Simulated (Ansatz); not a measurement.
## Perovskite alloy of SrZrO3 and SrHfO3 (1 of 8 Zr sites exchanged), 40 atoms

Ansatz, PAW, plane waves. PBEsol relaxation of volume and atoms (shape held) at the single k point (¼, ¼, ¼) without its symmetry partners; single points on the relaxed atoms at the single k point (¼, ¼, ¼) without its symmetry partners, onto which points of the small cell's zone fold. Arrangement: clustered. No spin–orbit coupling unless named.

Relaxed structure:

```
Sr Zr Hf O
1.0
     8.17104    0.00000    0.00000
     0.00000    8.17104    0.00000
     0.00000    0.00000    8.17104
Sr Zr Hf O
8 7 1 24
Direct
  0.99969 0.01065 0.98093
  0.99921 0.01760 0.48704
  0.99909 0.51795 0.98835
  0.99970 0.51139 0.48082
  0.49976 0.98680 0.01830
  0.50030 0.98030 0.51082
  0.50023 0.48060 0.01209
  0.49968 0.48756 0.51825
  0.24971 0.24910 0.24958
  0.24970 0.24911 0.74960
  0.24971 0.74911 0.24957
  0.24969 0.74911 0.74958
  0.74971 0.24910 0.24958
  0.74971 0.24911 0.74957
  0.74970 0.74910 0.74955
  0.74969 0.74911 0.24957
  0.29086 0.21237 0.99977
  0.20858 0.28581 0.49942
  0.21015 0.78594 0.99947
  0.28919 0.71222 0.49967
  0.70837 0.21316 0.99971
  0.79109 0.28501 0.49945
  0.78902 0.78488 0.00029
  0.71033 0.71330 0.49882
  0.99957 0.20173 0.21996
  0.99975 0.27831 0.79847
  0.99891 0.77734 0.29599
  0.99955 0.70046 0.72170
  0.49984 0.29644 0.27924
  0.49967 0.21989 0.70073
  0.50045 0.72086 0.20312
  0.49982 0.79771 0.77744
  0.28955 0.99895 0.28702
  0.20842 0.99917 0.71256
  0.20982 0.49922 0.21215
  0.29097 0.49902 0.78660
  0.71033 0.99812 0.28487
  0.79101 0.99918 0.71413
  0.78900 0.50007 0.21425
  0.70836 0.49900 0.78499
```

What are the mean bond lengths by pair (pairs within 1.2 times the sum of covalent radii, less contacts 15 % beyond the pair's median; cation–cation pairs of compounds aside; long ionic contacts are cut short by that bound)?

Hf–O 2.082 ± 0.002 Å (standard deviation, 6 bonds); O–Sr 2.692 ± 0.156 Å (standard deviation, 64 bonds); O–Zr 2.093 ± 0.002 Å (standard deviation, 42 bonds).

What gap lies between the top filled and the lowest empty level in the single points?

r²SCAN 4.93 eV (3.6 s on NVIDIA GB300). Away from Γ this isn't the crystal's band gap.
